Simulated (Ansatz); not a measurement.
# CuO2: which magnetic state is lowest?

Level of theory: DFT PBEsol, scalar-relativistic, plane waves, PAW (Ansatz 0.2.0).

```cif
data_structure
_symmetry_space_group_name_H-M 'P 1'
_symmetry_Int_Tables_number 1
_cell_length_a 2.4213
_cell_length_b 6.4460
_cell_length_c 7.0670
_cell_angle_alpha 90.000
_cell_angle_beta 90.000
_cell_angle_gamma 90.000
_cell_volume 110.30
loop_
_atom_site_label
_atom_site_type_symbol
_atom_site_fract_x
_atom_site_fract_y
_atom_site_fract_z
_atom_site_occupancy
Cu1 Cu 0.00000 0.50000 0.00000 1
O1 O 0.00000 0.50000 0.41243 1
O2 O 0.00000 0.50000 0.58757 1
```

| Quantity | Value |
| --- | --- |
| plane-wave cutoff | 420 eV |
| Γ-centred k-mesh | 18×8×6 |
| occupation rule | Gaussian smearing, 0.1 eV |
| list of starting moments (μB, in atom order) | 0 1 1 |
| check for lower electronic states after the SCF | off |

All runs keep this geometry, which isn't relaxed for the lowest state (largest force there 1.252 eV/Å, pressure -1.7 GPa) and needn't be a stable compound; relaxing each order can shift differences of a few meV. Signs run over the atoms with starting moments. A propagation vector, in units of the reciprocal vectors, doubles the cell, which takes an equally dense mesh. The large starts are 0 2.5 2.5 μB. The small starts are 0 0.5 0.5 μB. Site moments are spin moments in atom-centred spheres that scale with the neighbour distance. The states are those that the runs reached from these starts; a lower one can exist.

Question: Starts tried: no spin; ferromagnetic; large parallel starting moments; antiferromagnetic in the cell, signs +-; antiferromagnetic, doubled cell, propagation vector (0, 0, 1/2); antiferromagnetic, doubled cell, propagation vector (0, 1/2, 0); small parallel starting moments. Which state comes out lowest, and what are the moments?

Answer: The lowest state is antiferromagnetic, reached from the start “antiferromagnetic, doubled cell, propagation vector (0, 1/2, 0)”, with site moments (μB) O +0.31 (×2), O -0.31 (×2). The next state lies only 0.00 meV/atom higher, which mesh, smearing and relaxation can turn, so the order isn't settled.

```csv
start,ends,energy above lowest (meV/atom),site moments (μB),gap on mesh (eV),P (GPa)
no spin,non-magnetic,69.7,none over 0.05,metal,-2.3
ferromagnetic,ferromagnetic,0.00,O +0.31 (×2),metal,-1.7
large parallel starting moments,ferromagnetic,0.00,O +0.31 (×2),metal,-1.7
"antiferromagnetic in the cell, signs +-",non-magnetic,69.7,none over 0.05,metal,-2.3
"antiferromagnetic, doubled cell, propagation vector (0, 0, 1/2)",antiferromagnetic,0.09,"O +0.31 (×2), O -0.31 (×2)",metal,-1.7
"antiferromagnetic, doubled cell, propagation vector (0, 1/2, 0)",antiferromagnetic,0.00,"O +0.31 (×2), O -0.31 (×2)",metal,-1.7
small parallel starting moments,ferromagnetic,0.00,O +0.31 (×2),metal,-1.7
```

Cost: 7 runs of about 23 core-minutes in all, on Intel Xeon Processor @ 2.50GHz (Skylake/Cascade Lake) (shared hosts).